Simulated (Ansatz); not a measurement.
Data:

Ga₂O₃ (corundum)

```cif
data_Ga4O6
_chemical_formula_sum 'Ga4 O6'
_space_group_name_H-M_alt 'P 1'
_space_group_IT_number 1
_cell_length_a 5.39925
_cell_length_b 5.39925
_cell_length_c 5.39925
_cell_angle_alpha 55.860
_cell_angle_beta 55.860
_cell_angle_gamma 55.860
loop_
_space_group_symop_operation_xyz
  'x, y, z'
loop_
_atom_site_label
_atom_site_type_symbol
_atom_site_fract_x
_atom_site_fract_y
_atom_site_fract_z
_atom_site_occupancy
Ga1 Ga 0.35584 0.35584 0.35584 1
Ga2 Ga 0.14416 0.14416 0.14416 1
Ga3 Ga 0.64416 0.64416 0.64416 1
Ga4 Ga 0.85584 0.85584 0.85584 1
O1 O 0.55310 0.94690 0.25000 1
O2 O 0.25000 0.55310 0.94690 1
O3 O 0.94690 0.25000 0.55310 1
O4 O 0.44690 0.05310 0.75000 1
O5 O 0.75000 0.44690 0.05310 1
O6 O 0.05310 0.75000 0.44690 1
```

This relaxed cell (volume V₀) is scaled evenly in all directions, its shape held. The atoms relax within the cell's symmetry.

Level of theory: PBE (plane waves to 420 eV, PAW, scalar-relativistic; Ansatz, a first-principles code). k mesh 8×8×8 (Γ-centred), Fermi-Dirac smearing 0.05 eV. The energy includes the smearing's −TS. Stress and pressure are positive under compression. With the shape held, the modulus is that of even scaling; a crystal free to change shape is softer. Ga2O3 was relaxed with its symmetry unable to fall. The PAW data are Ansatz's earlier set. The zero of ΔE is the relaxed starting cell.

The scan covers V/V₀ from 0.900 to 1.100 in 11 points.

Problem. What is the fitted pressure derivative B₀′?

Solution. 4.5.

Problem. What bulk modulus at fixed cell shape B₀ follows from a third-order Birch-Murnaghan fit?

Solution. 200 GPa.

(Under strain, the slope of the energy per volume gives the stress and its curvature an elastic modulus.)
